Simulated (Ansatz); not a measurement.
An Ansatz (a quantum-chemistry and plane-wave program) run. Input:

Ansatz 0.2 input:
```yaml
crystal:
  lattice:
    - [3.7574022618, 3.1323223729, 0.0]
    - [-3.7574022618, 3.1323223729, 0.0]
    - [-3.0596247368, 0.0, 5.5518093546]
  atoms:
    - { symbol: Ge, position: [0.8067863433, 0.4354343418, 0.0788572506] }
    - { symbol: Ge, position: [0.4354343418, 0.8067863433, 0.9211427494] }
    - { symbol: As, position: [0.1918916792, 0.5624224088, 0.4149998335] }
    - { symbol: As, position: [0.5624224088, 0.1918916792, 0.5850001665] }
    - { symbol: Au, position: [0.5004823662, 0.0030028607, 0.2468955359] }
    - { symbol: Au, position: [0.0030028607, 0.5004823662, 0.7531044641] }
kpoints:
  mp_grid: { grid: [6, 6, 5] }
hamiltonian:
  xc: r2scan
  pseudopotentials: { kind: paw }
scf:
  occupations: { method: fixed }
checkpoint: { read: static.run }
output: { bader: true, populations: true }
```

Output (shortened):

```
Pseudopotentials: kind: paw
Pseudopotential: Ge, paw, valence charge 14
Pseudopotential: As, paw, valence charge 15
Pseudopotential: Au, paw, valence charge 19
Functional definition: r2SCAN
Crystal: 6 atoms, lattice volume = 130.683 Å³
Basis set: ecut = 500 eV, 3315 PW (Γ), exchange–correlation on 144×144×192 points (64 copies of the dense FFT grid, shifted against one another)
Bands: 58, of which v1, the nominal top of the filled ones, is band 48 counted from 1 (47 counted from 0)
Symmetry: 2 space group operations
Space group: C2 (ITA 5), of the structure as read, at distance tolerance 5.1e-5 Å
k-points: 55 of 180 (time reversal used)
PAW frozen core: Ge, regenerated for the run's functional
PAW frozen core: As, regenerated for the run's functional
PAW frozen core: Au, regenerated for the run's functional
Initial density: read from a saved state, or passed on in memory by an earlier SCF of this step, an earlier step, the calling program or the single point that …
Stability of the state it starts from, as read at its close in the unpolarized treatment …
Initial wavefunctions: pseudopotential atomic-orbital guess
Eigensolver: davidson
Functional: x = r2scan, c = r2scan; τ floored in thin density (d = 2e-4 eV/Å³)
iter 1 solved again at ethr=7.67e-8 eV; its pass at ethr=3.10e-3 eV (dr2=7.36e-5 eV) is discarded
SCF iter   1: F=—  HF=-44662.557966 eV  |F-HF|=—  |Δ(HF+E_count)|=         —  Δρ=6.71e-7  dr2=4.60e-10  dr2_τ=6.26e-11  ethr=7.67e-8  ⟨swp⟩=3.0  Hψ=16693  notcnv=0  defer=440
all-band conjugate gradients solve this SCF's bands
preconditioner: auto → Resta (q_TF=auto, 2.592 Å⁻¹)
SCF iter   2: F=-44662.557966 eV  HF=-44662.557966 eV  |F-HF|=2.47e-10  |Δ(HF+E_count)|=   9.99e-8  Δρ=3.62e-7  dr2=1.67e-10  dr2_τ=8.21e-11  ethr=1.00e-12  ⟨swp⟩=11.1  Hψ=15285  notcnv=0
SCF 1 converged in 2 iterations: F = -44662.557966 eV  dr2 = 1.67e-10
SCF converged after 2 iterations
Free energy (F): -44662.557966 eV
Harris-Foulkes:  -44662.557966 eV  (|F-HF|=2.47e-10)
Internal energy: -44662.557966 eV  (E = F + TS)
E sigma→0 (E₀):  -44662.557966 eV
Fermi energy:    11.063687 eV
--- Per-component energies (eV) ---
  E_band       = -1520.433023
  E_kinetic    = 1635.796273
  E_local      = -13141.224543  (includes V_loc(G=0)·N_el)
  E_nonlocal   = -354.313143
  E_hartree    = 6078.974385
  E_xc         = -723.583222
  E_vxc        = -920.754385  (∫ρ·V_xc dr)
  E_paw        = -27222.859917  (= ΣΔE_a)
  E_vpaw       = -957.292578  (= ΣTr[D̂ρ^β])
  E_aug_tail   = 0.001516  (compensation charges beyond the density's cutoff)
  E_vtau       = 59.405285  (kinetic-family band-sum trace: ∫τ·v_τ [+ j·A + Jᵃ·Aᵃ] dr)
  E_ewald      = -10929.910321
  E_core_change = -5.438994  (= ΣΔE_core)
  E_smearing   =  0.000000  (= −TS)
  E_closure    =  0.000000  (closes the sum)
  Σ components = -44662.557966   (vs F -44662.557966, Δ=0.00e0)
  [band-id]    e_kinetic+e_local+e_nonlocal+2·e_hartree+e_vxc+e_vpaw+e_augmentation_tail+e_vtau = -1520.432805   (vs E_band -1520.433023, Δ=2.17e-4)
--- Band table (eV; the first three rows and the last of 55) ---
  k-point 0: bands = ["-97.1801", "-97.1800", "-48.1391", "-48.1389", "-48.1195", "-48.1183", "-47.7426", "-47.7363", "-25.5373", "-25.4698", "-25.4686", "-25.4257", "-25.4251", "-25.4159", "-25.4068", "-25.4057", "-25.4018", "-25.4004", "-13.9636", "-13.8867", "-13.8775", "-13.8562", "-13.8534", "-13.8390", "-13.8362", "-13.7766", "-13.7746", "-13.7278", "-2.6842", "0.4934", "1.5805", "4.3202", "4.4702", "4.7836", "5.2909", "5.6726", "6.1459", "6.1857", "6.3394", "6.4788", "6.6682", "7.0449", "7.4901", "8.0234", "8.3454", "8.7690", "8.9723", "9.8366", "11.6364", "13.4448", "13.6065", "15.6539", "15.9729", "16.0092", "16.4212", "17.4676", "18.6115", "18.6743"]
  k-point 1: bands = ["-97.1801", "-97.1800", "-48.1391", "-48.1389", "-48.1193", "-48.1184", "-47.7420", "-47.7369", "-25.5373", "-25.4698", "-25.4686", "-25.4257", "-25.4251", "-25.4159", "-25.4068", "-25.4057", "-25.4018", "-25.4004", "-13.9635", "-13.8869", "-13.8774", "-13.8562", "-13.8534", "-13.8390", "-13.8362", "-13.7766", "-13.7746", "-13.7278", "-2.5626", "0.1507", "1.5980", "3.9238", "4.9259", "5.0063", "5.3379", "5.8732", "6.1330", "6.1799", "6.2598", "6.4467", "6.4860", "6.9200", "7.3241", "7.8687", "8.6923", "8.8598", "9.5474", "9.8461", "11.8294", "13.5042", "13.8495", "14.6771", "15.5300", "15.9281", "16.3388", "16.7815", "17.8700", "18.9868"]
  k-point 2: bands = ["-97.1801", "-97.1800", "-48.1390", "-48.1390", "-48.1191", "-48.1187", "-47.7405", "-47.7384", "-25.5372", "-25.4698", "-25.4686", "-25.4257", "-25.4251", "-25.4159", "-25.4068", "-25.4057", "-25.4018", "-25.4004", "-13.9634", "-13.8871", "-13.8773", "-13.8562", "-13.8533", "-13.8391", "-13.8361", "-13.7765", "-13.7746", "-13.7278", "-2.3055", "-0.4210", "1.7065", "3.4654", "5.3098", "5.3846", "5.6551", "5.8217", "5.8840", "6.1261", "6.3480", "6.4169", "6.5709", "6.8539", "7.2618", "7.4767", "8.7172", "9.2214", "9.9885", "10.5156", "12.3501", "13.1664", "13.8635", "14.4440", "14.9107", "15.1588", "15.8280", "16.0499", "17.2142", "18.3035"]
  k-point 54: bands = ["-97.1801", "-97.1800", "-48.1391", "-48.1390", "-48.1190", "-48.1188", "-47.7405", "-47.7385", "-25.5367", "-25.4697", "-25.4686", "-25.4260", "-25.4253", "-25.4158", "-25.4064", "-25.4050", "-25.4028", "-25.4006", "-13.9617", "-13.8870", "-13.8741", "-13.8525", "-13.8498", "-13.8462", "-13.8413", "-13.7761", "-13.7723", "-13.7297", "-1.6548", "-0.5020", "1.8472", "2.5604", "4.7587", "4.9717", "5.4058", "5.6898", "6.1128", "6.2230", "6.3434", "6.4465", "6.7289", "6.9001", "7.0809", "7.2641", "8.1189", "8.7227", "9.5028", "10.2626", "13.2947", "13.7169", "14.9769", "15.3716", "15.7486", "16.2423", "16.6442", "17.3969", "18.6159", "19.0268"]
  band table: 58 of 58 bands, residual norms ≤ 1.0e-3 eV
--- Löwdin populations: 6 sites ---
  site symbol       q [e]
     0     Ge     14.2216
     1     Ge     14.2216
     2     As     15.1803
     3     As     15.1803
     4     Au     18.4288
     5     Au     18.4288
  spilling = 0.003528 (of n_electrons = 96.000000)
--- Bader charges: 6 sites ---
  site symbol  charge [e]  shift [e]
     0     Ge      0.4088     0.0010
     1     Ge      0.4088     0.0010
     2     As     -0.0532     0.0002
     3     As     -0.0532     0.0002
     4     Au     -0.3556     0.0009
     5     Au     -0.3555     0.0009
  shift: an alarm, by how much a part of what the PAW files miss would move the charge. Where it is large, compare
  with a run on PAW files of another source; a small one proves nothing
  estimated error of the sums over rays = 4.2e-4 e
```

Cost: roughly 3 core-minutes on shared cores.

The first step of the workflow began from a Materials Project structure, measured or hypothetical; the Crystallography Open Database copy checked does not list it. With Ge and As taken as one species the cell has the higher symmetry C2/c, so it may be an ordered model of a mixed-site phase. Whether it is the stable phase at ambient conditions was not checked. Symmetry was held in the r²SCAN relaxation; whether a distortion lowers the energy is not shown. Scalar-relativistic: spin–orbit coupling is off unless named, which matters more the heavier the elements.

Potentials: the later of the program's two PAW sets.

Ansatz is a plane-wave DFT program.
